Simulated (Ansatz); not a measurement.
Ga4AsN3 as one 8-atom ordering (Pmm2) on the zincblende lattice was put through Ansatz (plane waves). The cell was relaxed beforehand with r2SCAN.

The cell given to it:
```xyz
8
Lattice="3.3721 0.0000 0.0000 0.0000 6.8529 0.0000 0.0000 0.0000 4.7291" Properties=species:S:1:pos:R:3 pbc="T T T"
N     0.0000    1.5491    0.0106
Ga    1.6860    1.4688    3.6686
N     1.6860    0.0000    2.3843
Ga    0.0000    0.0000    1.2878
N     0.0000    5.3038    0.0106
Ga    1.6860    5.3840    3.6686
As    1.6860    3.4264    2.3761
Ga    0.0000    3.4264    0.7806
```

The output, standing remarks left out:
```
scf.n_extra_bands = 6 over 41 filled bands (N_el = 82.0): the run solves 47 bands
Pseudopotential: N, paw, valence charge 5, recommended cutoff 420 eV (normal)
Pseudopotential: Ga, paw, valence charge 13, recommended cutoff 420 eV (normal)
Pseudopotential: As, paw, valence charge 15, recommended cutoff 420 eV (normal)
Functional definition: PBE
Crystal: 8 atoms, lattice volume = 109.282 Å³
Basis set: ecut = 420 eV, 2135 PW (Γ)
Symmetry: 4 space group operations
Space group: Pmm2 (ITA 25)
k-points: 60 of 192 (time reversal used)
preconditioner: auto → Kerker (q_TF=auto, 2.601 Å⁻¹)  [metal: Δε(μ)=0.019 eV  σ=0.020 eV  ℏωp=30.1 eV]
SCF 1 converged in 9 iterations: F = -21141.778683 eV  dr2 = 9.14e-8
SCF converged after 9 iterations
Free energy (F): -21141.778683 eV
Internal energy: -21141.777059 eV  (E = F + TS)
E sigma→0 (E₀):  -21141.777871 eV
Entropy (-TS):   -0.001624 eV (-0.203 meV/atom)
Fermi energy:    11.186250 eV
--- Forces (eV/Å), atoms counted from 1 ---
  atom   1  N       0.00000      0.01824      0.03100
  atom   2  Ga      0.00000    -0.03044      0.07651
  atom   3  N       0.00000      0.00000    -0.09917
  atom   4  Ga      0.00000      0.00000      0.02115
  atom   5  N       0.00000    -0.01824      0.03100
  atom   6  Ga      0.00000      0.03044      0.07651
  atom   7  As      0.00000      0.00000      0.18894
  atom   8  Ga      0.00000      0.00000    -0.32596
--- Stress (GPa, compression-positive) ---
        4.211936       0.000000       0.000000
        0.000000       5.222151       0.000000
        0.000000       0.000000       5.415871
  P = ⅓ Tr σ = 4.9500 GPa (49.500 kbar)
--- Band table (eV; the first three rows and the last of 60) ---
  k-point 0: bands = […, 6.5927, 7.7763, 8.4055, 9.3935, 9.5987, 10.1237, 11.2005, 12.0278, 13.7472, 14.4856, …]
  k-point 1: bands = […, 7.0289, 7.7875, 8.2867, 8.3764, 9.4247, 11.1087, 11.1613, 12.3310, 13.8241, 13.8869, …]
  k-point 2: bands = […, 7.8098, 7.8966, 7.9417, 8.0736, 9.1152, 11.1094, 12.2195, 12.7716, 12.9564, 14.1902, …]
  k-point 59: bands = […, 6.5026, 6.8405, 7.5903, 7.5933, 7.9566, 7.9720, 13.0304, 14.5688, 14.7186, 15.3341, …]
```

Q: Which of these blocks stood in the input: relax, gw, phonons, dielectric, magnetization (spin_orbit)?

A: None of them. A single point prints forces and stress when the output block asks for them.

Q: Which k mesh was typed?

A: 8×4×6, Γ-centred. The answer isn't unique; the calculation gave this one.

Q: How were the bands filled?

A: With smearing of width σ = 0.02 eV (Fermi-Dirac in this run).

PBE gives no gap: the lowest nominally empty band dips 0.41 eV below the top of the last filled one (its bottom at Γ–X (0.20 of the way from Γ), the top at Y), so the cell is a metal or semimetal at this level.

Command: `ansatz run input.yaml --threads 4 --pin off --max-ram 6451MiB --backend cpu --events-out ev --progress --plain --runs-dir out`. Wall time 20 s on 4 threads of Arm Neoverse V1 (shared host); peak host memory 0.64 GiB.

Spin-unpolarised throughout. Whether this structure exists isn't addressed.

Spin-orbit coupling is left out.
